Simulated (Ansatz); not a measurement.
Below is a relaxed structure of Al4Cl. The cell was found from a structure generator's guess, not taken from experiment.

Computed with DFT PBE, scalar-relativistic, plane waves, PAW (Ansatz). Cutoff 420 eV, Γ-centred mesh, Gaussian smearing, no spin polarisation.

```yaml
crystal:
  lattice:
    - [4.98147, 0.00000, 0.00000]
    - [-2.49073, 4.31408, 0.00000]
    - [0.00000, 0.00000, 5.25109]
  atoms:
    - { symbol: Al, position: [0.33333, 0.66667, 0.24760] }
    - { symbol: Al, position: [0.66667, 0.33333, 0.24760] }
    - { symbol: Al, position: [0.33333, 0.66667, 0.75240] }
    - { symbol: Al, position: [0.66667, 0.33333, 0.75240] }
    - { symbol: Cl, position: [0.00000, 0.00000, 0.50000] }
```

Energies over the elements count from the elements' standard structures at the same level (Cl₂ as a molecule), with no fitted energy shifts.

**Question.** Find its symmetry and describe it.

**Answer.** P6/mmm (No. 191). Conventional cell: a = 4.981 Å, c = 5.251 Å. Around Al lie 2 Al at 2.60–2.65 Å, 3 Al at 2.88 Å and 3 Cl at 3.17 Å; Cl is surrounded by 12 Al at 3.17 Å (long against covalent radii, as for large ions).

**Question.** What is its formation energy per atom?

**Answer.** +0.24 eV/atom. It can't be a ground state, since the elements alone are lower.

**Question.** Is it a metal?

**Answer.** Yes, bands cross the Fermi level on the 12×12×8 mesh.

The last run used a 12×12×8 mesh (in the run's order of axes) for its 5-atom cell and Gaussian smearing of 0.10 eV. Symmetry constrained the relaxation, so the result can be a saddle point. Another cell of Al4Cl relaxed alike, in I4/mmm, lies 179 meV/atom lower, so this cell isn't the stable form at this level.
